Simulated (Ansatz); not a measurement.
An ordered 4-atom cell of Li₂BrF on the rocksalt lattice (R-3m), relaxed with r2SCAN, was run in Ansatz 0.2.0 under altered settings. All numbers are computed, without spin polarisation but where a row says otherwise.

```
F Br Li
1.0
     1.73538    1.00192    5.46846
    -1.73538    1.00192    5.46846
     0.00000   -2.00384    5.46846
F Br Li
1 1 2
Direct
  0.00000 0.00000 0.00000
  0.50000 0.50000 0.50000
  0.26702 0.26702 0.26702
  0.73298 0.73298 0.73298
```

The base run's other keys:
```yaml
kpoints:
  mp_grid: { grid: [4, 4, 4] }
hamiltonian:
  xc: hse06
scf:
  occupations: { method: fixed }
  n_extra_bands: 5
```

It takes 13 iterations with 1117 plane waves at 420 eV and 13 k points, and leaves a mean stress of +0.21 GPa. The gap over this mesh is 4.676 eV. It ran on 4 threads of Intel(R) Xeon(R) Platinum 8488C (Sapphire Rapids) (shared host).

Outcomes, with energy and stress as changes against the base:

| setting | outcome | ΔF (meV/atom) | Δ mean stress (GPa) | gap on the mesh (eV) | iterations | wall time |
| --- | --- | --- | --- | --- | --- | --- |
| PBE hybrid, exx coeff 0.15, omega 0.3 1/Å | converged | – | +0.4 | 4.032 | 11 | 10 s |
| PBE hybrid, exx coeff 0.5, omega 0.2078 1/Å | converged | – | -1.0 | 5.957 | 18 | 12 s |
| kpoints.mp_grid.grid: [8, 8, 1] | converged, warned | -2.2 | -0.3 | 4.664 | 13 | 14 s |
| accuracy: low | converged | 0.0 | 0.0 | 4.676 | 13 | 9.9 s |

A dash marks a value that wasn't obtained or can't be compared. Stress is positive in compression. Its mean hides that meshes of lower symmetry stress the axes unequally. The base took 10 s.

- PBE hybrid, exx coeff 0.15, omega 0.3 1/Å. That is 15 % exact exchange, screened with ω = 0.3 1/Å, against HSE06's 25 % screened at 0.208 1/Å. The mean stress moves by +0.4 GPa and the gap on the mesh by -0.644 eV (to 4.032). Totals of different functionals aren't comparable.
- PBE hybrid, exx coeff 0.5, omega 0.2078 1/Å. That is 50 % exact exchange, screened with ω = 0.2078 1/Å, against HSE06's 25 % screened at 0.208 1/Å. The mean stress moves by -1.0 GPa and the gap on the mesh by +1.281 eV (to 5.957). Totals of different functionals aren't comparable.
- kpoints.mp_grid.grid: [8, 8, 1]. The free energy moves by -2.2 meV an atom, the mean stress by -0.3 GPa and the gap on the mesh by -0.011 eV (to 4.664). The mesh breaks the crystal's symmetry, so the stress, and any force that symmetry no longer fixes, lose it too. The mesh is too coarse. Warned: symmetry narrowed by mesh.

Within 1 meV an atom, 0.1 GPa and 0.005 eV of the base stay: accuracy: low.

The runs are scalar-relativistic, without spin-orbit coupling.

The program warns that its thresholds are loose for a hybrid's stress.

The meshes of the hybrids are coarse, so their gaps aren't converged to the digits shown.
